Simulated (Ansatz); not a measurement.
ZnS:
```xyz
2
Lattice="-1.7823 1.7823 2.5199 1.7823 -1.7823 2.5199 1.7823 1.7823 -2.5199" Properties=species:S:1:pos:R:3 pbc="T T T"
Zn     0.0000     0.0000     0.0000
S      0.0000     0.0000     2.5199
```

Relaxed with r²SCAN+D4.

Task: Map the electron localisation function on the plane through (0.000, 0.000, 0.000) spanned by u = [1, 0, 0] and v = [0, 1, 0] in lattice vectors, from r²SCAN+D4 (plane waves, PAW; program Ansatz).

Result: x is the fraction of u, y of v (the angle between them is 90°; rows are the nearest grid lines); atoms in the plane: Zn at (0.00, 0.00), S at (0.50, 0.50).
```
|    ..... .....    |
|    ...........    |
|   ...:-===-:...   |
|  ...:+*###*+:...  |
|....:+%@@@@@%+:....|
|...:+%@@@@@@@%+:...|
|..:+%@@@@%@@@@%+:..|
|..-*@@@%+=+%@@@*-..|
|..=#@@@+. .+@@@#=..|
| .=#@@%=   =%@@#=. |
|..=#@@@+. .+@@@#=..|
|..-*@@@%+=+%@@@*-..|
|..:+%@@@@%@@@@%+:..|
|...:+%@@@@@@@%+:...|
|....:+%@@@@@%+:....|
|  ...:+*###*+:...  |
|   ...:-===-:...   |
|    ...........    |
|    ..... .....    |
```
Scale: ten equal steps from 0.000 (start of ' ') to 0.869 (end of '@'), in the order ' .:-=+*#%@'; x runs from 0.000 to 1.00, y from 0.000 (bottom) to 1.00 (top).

The density is the valence pseudo-density with augmentation charge, so density and ELF within about 1 Å of a nucleus are not all-electron values.

Space group Fm-3m (rock salt). This is a known high-pressure phase of the composition, computed here at zero pressure and temperature. The cell was relaxed with r²SCAN+D4 under the symmetry of its start; its stability against distortions is not shown here.

Potentials: the later of the program's two PAW sets.
